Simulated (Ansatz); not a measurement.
WC:
```
CELL_PARAMETERS angstrom
      2.92181     0.00000     0.00000
     -1.46091     2.53036     0.00000
      0.00000     0.00000     2.84677
ATOMIC_POSITIONS crystal
  W  0.00000 0.00000 0.00000
  C  0.66667 0.33333 0.50000
```

Relaxed with PBE.

Map the electron localisation function on the plane through (0.000, 0.000, 0.000) spanned by u = [0, 0, 1] and v = [1, -1, 0] in lattice vectors, from the program Ansatz at the PBE level (PAW).

x is the fraction of u, y of v (the angle between them is 90°; rows are the nearest grid lines); atoms in the plane: W at (0.00, 0.00), C at (0.50, 0.67).
```
|01688423332488610|
|13787423432478731|
|77885324542358877|
|88753346764335788|
|55433579997533455|
|22236899999863222|
|22479974247997422|
|23589850005898532|
|23589851015898532|
|23579975457997532|
|23468998789986432|
|33456888888865433|
|44445566666554444|
|55543333333334555|
|76543211111234567|
|77642100000124677|
|87642100000124678|
|66542110001124566|
|33211111111111233|
|66421112221112466|
|88752112321125788|
|77885223332258877|
|13787423332478731|
|01688423332488610|
```
Scale: ten equal steps from 0.014 (start of '0') to 0.811 (end of '9'), in the order '0123456789'; x runs from 0.000 to 1.00, y from 0.000 (bottom) to 1.00 (top).

The density is the valence pseudo-density with augmentation charge, so density and ELF within about 1 Å of a nucleus are not all-electron values.

Space group P-6m2. Symmetry was held in the PBE relaxation. The run is not spin-polarised. Scalar-relativistic: spin–orbit coupling is off unless named, which matters more the heavier the elements.

Potentials: the later of the program's two PAW sets.
